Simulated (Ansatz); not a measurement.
Theory: DFT PBE, scalar-relativistic, plane waves, PAW in Ansatz. Settings: cutoff 420 eV, Γ-centred meshes spaced at most about 0.3 Å⁻¹, and about 0.25 Å⁻¹ or finer for metals (2π included), Gaussian smearing. No spin polarisation in the final relaxations.

These are static total energies at zero pressure.

Two forms of Sc3Cu2 were relaxed alike.

A.

Space group R-3m:H (No. 166). a = 3.339 Å, b = 3.339 Å, c = 31.571 Å, α = 90.00°, β = 90.00°, γ = 120.00°
```
atom  site  symmetry       x       y       z
  Sc    6c        3m  0.3333  0.6667  0.8770
  Sc    3a       -3m  0.0000  0.0000  0.0000
  Cu    6c        3m  0.6667  0.3333  0.9384
```

B.

Space group Pm-3m (No. 221). a = 4.907 Å, b = 4.907 Å, c = 4.907 Å, α = 90.00°, β = 90.00°, γ = 90.00°
| atom | site | symmetry | x | y | z |
| --- | --- | --- | --- | --- | --- |
| Sc | 3d | 4/mm.m | 0.5000 | 0.0000 | 0.0000 |
| Cu | 1b | m-3m | 0.5000 | 0.5000 | 0.5000 |
| Cu | 1a | m-3m | 0.0000 | 0.0000 | 0.0000 |

Question: Which is lower in energy, and by how much?

Answer: A is lower, by 0.33 eV/atom. A has space group R-3m (No. 166), 20.3 Å³/atom and no gap on its mesh; B has space group Pm-3m (No. 221), 23.6 Å³/atom and no gap. Counting all near atoms (those within 1.25 times the shortest distance at each site; a plus sign parts nearer from farther groups; a slash parts the counts of unlike sites), A has Sc 3+9/6+6, Cu 6+6 and B has Sc 2, Cu 6/12+8. The denser one is the lower, and pressure would at first widen the difference. Even the lower one lies +0.05 eV/atom against the reference forms of the elements (uncorrected), so neither is stable at this level. Both come from invented guesses. A third cell relaxed alike, in P-3m1, lies 153 meV/atom below the lower of the two.

A magnetic state wasn't ruled out in cells without spin, among them Pm-3m. Cells relaxed within their symmetry can be saddle points.
